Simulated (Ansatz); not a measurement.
Ca2Nb2O6F — Nb-93 nuclear quadrupole resonance

Cell: a COD entry, its atoms then relaxed with PBE in this cell.

```
Ca Nb O F
1.0
     0.00000    5.19735    5.19735
     5.19735    0.00000    5.19735
     5.19735    5.19735    0.00000
Ca Nb O F
4 4 12 2
Direct
  0.12500 0.12500 0.12500
  0.62500 0.12500 0.12500
  0.12500 0.12500 0.62500
  0.12500 0.62500 0.12500
  0.62500 0.62500 0.62500
  0.12500 0.62500 0.62500
  0.62500 0.62500 0.12500
  0.62500 0.12500 0.62500
  0.70639 0.29361 0.29361
  0.54361 0.95639 0.54361
  0.29361 0.70639 0.70639
  0.95639 0.54361 0.95639
  0.29361 0.70639 0.29361
  0.54361 0.54361 0.95639
  0.70639 0.29361 0.70639
  0.95639 0.95639 0.54361
  0.54361 0.95639 0.95639
  0.29361 0.29361 0.70639
  0.95639 0.54361 0.54361
  0.70639 0.70639 0.29361
  0.00000 0.00000 0.00000
  0.25000 0.25000 0.25000
```

Atoms are numbered from 1 in the order listed; like atoms form one site, named after its first atom.

Level of theory: DFT, r2SCAN, plane waves and PAW, scalar-relativistic, 500 eV cutoff, Γ-centred 6×6×6 k-points, Fermi–Dirac smearing 0.05 eV (Ansatz 0.2.0).

Nb-93: I = 9/2, Q = -320.0 mb (year-2017 value). Static lattice, zero field.

Question: The simulated lines lie at 2.64, 5.27, 7.91, 10.5 MHz. What are |C_Q|, η and |V_zz| at Nb?

Answer: For I = 9/2 and η = 0 the lines are |C_Q|/24 times 1, 2, 3 and 4; η shifts the lowest up most. Here |C_Q| = 63.3 MHz, η = 0.00 and |V_zz| = 8.18 × 10²¹ V/m². The calculation gives V_zz positive; the lines don't show the sign. The site has 6 O at 2.02 Å.

An axis of threefold or higher order runs through Nb, so V_zz lies along it and η is zero.

With no gap above 0.1 eV, as in a metal, the gradients converge slowly in k; expect changes of a tenth or more on a denser mesh. Without spin–orbit coupling (the program notes it for Nb) the gradients can shift somewhat, as the gap is small. Semilocal functionals can leave a metal where correlation in the d or f shell opens a gap in the real compound, and that would change the values at and beside Nb.
